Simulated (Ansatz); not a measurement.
C in space group P4_32_12 (No. 96; C on 4a, C on 8b), the program Ansatz at the r²SCAN level (PAW). The conduction-band minimum lies at Γ, with 1 equivalent valley. Second derivatives d²E/dk² of the lowest band at one valley (eV·Å²), along Cartesian directions:

```csv
direction,d²E/dk²
[100],17.85
[010],17.85
[001],19.18
[110],17.84
[101],18.51
[011],18.51
```

Q: Find the principal effective masses, the density-of-states mass and the conductivity mass.

A: Off-diagonal terms follow from H_xy = H[110] − (H_xx + H_yy)/2, and m*/mₑ = 7.620 eV·Å² over each eigenvalue: 0.40, 0.43, 0.43. One valley's DOS mass (m₁m₂m₃)^(1/3) = 0.42, conductivity mass 3/(Σ 1/mᵢ) = 0.42 mₑ.

Q: What effective density of states Nc follows at 300 K for parabolic valleys?

A: Nc = 2.509e19 × 1 × (0.42)^(3/2) ≈ 6.8e18 cm⁻³.

The start of the workflow was typed in or built on a structure type; neither database checked (COD, Materials Project) lists it. It is not the phase usual at ambient conditions (space group No. 194, 227). The cell was relaxed with r²SCAN under the symmetry of its start; its stability against distortions is not shown here.

Potentials: the earlier of the program's two PAW sets.

Edges and masses are those of Kohn–Sham bands, whose gap is no quasiparticle gap.
